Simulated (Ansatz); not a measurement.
# Property card for SrB

Computed with DFT PBE, scalar-relativistic, plane waves, PAW in Ansatz.

Settings: cutoff 420 eV, Γ-centred mesh 16×16×16 on the computed 2-atom cell, Gaussian smearing of 0.10 eV; no spin polarisation.

The structure is relaxed at this level of theory with its symmetry kept, and needn't be the ground state of this composition.

Space group Fm-3m (No. 225), cubic, a = 5.964 Å. Around Sr lie 6 B at 2.98 Å; B is surrounded by 6 Sr at 2.98 Å.

| Property | Result |
| --- | --- |
| Volume per atom | 178.9 bohr³ |
| Formation energy from the elements' standard states (uncorrected) | +1.194 eV/atom |
| Kohn–Sham band gap | none (metal) |
| Density of states at the Fermi level | 3.3 states/eV per cell |
| Orbital (Löwdin) character within 0.5 eV of the Fermi level | B 2p 86 %, unprojected 12 % |
| Bader charge by site (e) | Sr (1 in the cell) 1.27, B (1 in the cell) -1.27 |

Spin polarisation was left out, and a magnetic state may lie lower.

Another cell of SrB relaxed alike, in Pm-3m, lies 265 meV/atom lower, so this cell isn't the stable form at this level.

The cell was found from a structure generator's guess, not taken from experiment. Löwdin shares on free-atom orbitals overweight diffuse shells.
